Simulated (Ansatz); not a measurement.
## Does relaxation matter for the field gradients of HfO2 with Ta replacing Hf?

Start: a supercell of HfO2 (fluorite type, Fm-3m) built from a structure deposited in the COD, with all atoms left at the host's positions.

```cif
data_Hf7TaO16
_symmetry_space_group_name_H-M 'Fm-3m'
_symmetry_Int_Tables_number 225
_cell_length_a 10.2300
_cell_length_b 10.2300
_cell_length_c 10.2300
_cell_angle_alpha 90.000
_cell_angle_beta 90.000
_cell_angle_gamma 90.000
loop_
_atom_site_label
_atom_site_type_symbol
_atom_site_symmetry_multiplicity
_atom_site_Wyckoff_symbol
_atom_site_fract_x
_atom_site_fract_y
_atom_site_fract_z
Ta Ta 4 a 0.0000 0.0000 0.0000
Hf2 Hf 24 d 0.2500 0.2500 0.0000
Hf8 Hf 4 b 0.5000 0.5000 0.5000
O9 O 32 f 0.1250 0.1250 0.1250
O12 O 32 f 0.6250 0.3750 0.3750
```

One atom of each set is listed; the run and its k-mesh use a cell of 24 atoms with edges of 7.23, 7.23, 7.23 Å.

Computed with Ansatz: DFT, PBE, plane waves and PAW, scalar-relativistic, collinear spin, 420 eV cutoff, Γ-centred 3×3×3 k-points, Fermi–Dirac smearing 0.01 eV. Start moments as typed (μB): 1 on each Ta, none on the rest.

The largest force at the start is 0.34 eV/Å. Relaxing the ions at fixed cell moves them by 0.017 Å at most (atom 20, O) and 0.011 Å rms.

```
site  moved (Å)              first shell before               first shell after  V_zz before (10²¹ V/m²)  η before
  Ta      0.000                   8 O at 2.21 Å                   8 O at 2.20 Å                     0.00         –
 Hf2      0.000                   8 O at 2.21 Å              8 O at 2.21–2.22 Å                     0.62      0.07
  O9      0.017  1 Ta at 2.21 Å, 3 Hf at 2.21 Å  1 Ta at 2.20 Å, 3 Hf at 2.22 Å                     1.45      0.00
 O12      0.007                  4 Hf at 2.21 Å             4 Hf at 2.21–2.22 Å                     0.11      0.00
```

Question: What are V_zz and η after the relaxation?

Answer: 

```csv
site,V_zz after,η after,change of V_zz
Ta,0.00,–,0.00
Hf2,1.09,0.32,+0.47
O9,1.30,0.00,-0.15
O12,0.26,0.00,+0.15
```

The largest change of V_zz is on Hf2, from 0.62 to 1.09. Where |V_zz| stays above 0.1, η moves most on Hf2, from 0.07 to 0.32. Other sites without a gradient aren't listed.

The defect repeats with the cell of 24 atoms, so it feels its images: sites between two images don't show the values beside a lone defect, and zeros or small values of η there can come from the images' arrangement. This high-symmetry form of HfO2 is unstable when cold, to shifts of the oxygen columns, towards the tetragonal form. The symmetry of the cell holds that distortion back, wholly or in part, and it would change the field gradients, the more the larger the distortion. The defect cell has no gap above 0.1 eV on its mesh, so the values can hang on the smearing and the k-mesh. Without spin–orbit coupling the gradients at and beside Hf and Ta can be off by some per cent, at some sites by more.
Before: The neighbours have not yet relaxed around the defect (largest force 0.34 eV/Å), so a real crystal will differ.
After: The relaxation keeps the site symmetry m-3m of the start, so the impurity can't leave its site; a distortion that would localise the partly filled state isn't explored.
